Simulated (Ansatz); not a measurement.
The start is a randomly generated symmetric cell of Ir (space group No. 221). Cell shape, volume and atoms are optimised at zero target pressure with r2SCAN (plane waves to 500 eV, PAW, scalar-relativistic; Ansatz, a program for electronic structure). First-step values are on the input's coarse k-mesh.

Ansatz input (later rounds restart from its end on a renewed k-mesh):
Ansatz 0.2 input:
```yaml
crystal:
  lattice:
    - [3.7045692, 0, 0]
    - [0, 3.7045692, 0]
    - [0, 0, 3.7045692]
  atoms:
    - { symbol: Ir, position: [0, 0.5, 0.5] }
    - { symbol: Ir, position: [0.5, 0, 0.5] }
    - { symbol: Ir, position: [0.5, 0.5, 0] }
basis: { ecutwfc: 500, ecutrho_ratio: 4, xc_grid: 4, fft_grid_basis: typed }
kpoints: { mp_grid: { grid: [9, 9, 9] } }
hamiltonian:
  xc: r2scan
  dispersion: none
  pseudopotentials: { kind: paw }
scf: { occupations: { method: fermi_dirac, width: 0.05 } }
relax: { f_tol: 0.01, max_steps: 100, cell: { stress_tol: 0.02 } }
output: { forces: true, stress: true }
```

| Quantity | Result |
|---|---|
| Outcome | The space group stays Pm-3m (No. 221) (the run could not lower it), with 3 atoms in the primitive cell |
| Shortest distances (start → end) | The closest pairs of elements (up to four, under 3.6 Å), start → end: Ir–Ir 2.62 → 2.62 Å |
| Band gap at the end | no gap (metallic) |
| Optimiser moves | 4 |

It ends as:

```cif
data_Ir3
_chemical_formula_sum 'Ir3'
_space_group_name_H-M_alt 'Pm-3m'
_space_group_IT_number 221
_space_group_name_Hall '-P 4 2 3'
_cell_length_a 3.70470
_cell_length_b 3.70470
_cell_length_c 3.70470
_cell_angle_alpha 90.000
_cell_angle_beta 90.000
_cell_angle_gamma 90.000
loop_
_atom_site_label
_atom_site_type_symbol
_atom_site_symmetry_multiplicity
_atom_site_Wyckoff_symbol
_atom_site_fract_x
_atom_site_fract_y
_atom_site_fract_z
_atom_site_occupancy
Ir1 Ir 3 c 0.00000 0.50000 0.50000 1
```

Final values are on a 13×13×13 k-mesh of the relaxed cell. No spin polarisation in the result.

The run could not lower the symmetry of its start; a shaken copy of this end point relaxes with r2SCAN to R32 (No. 155), 0.07 eV/atom lower.

The relaxed structure here is a generated cell of Ir: the first start was made by a random draw of sites in a space group, and the end was not matched to a known phase here, so it may be hypothetical. Known forms of Ir include space group No. 225.
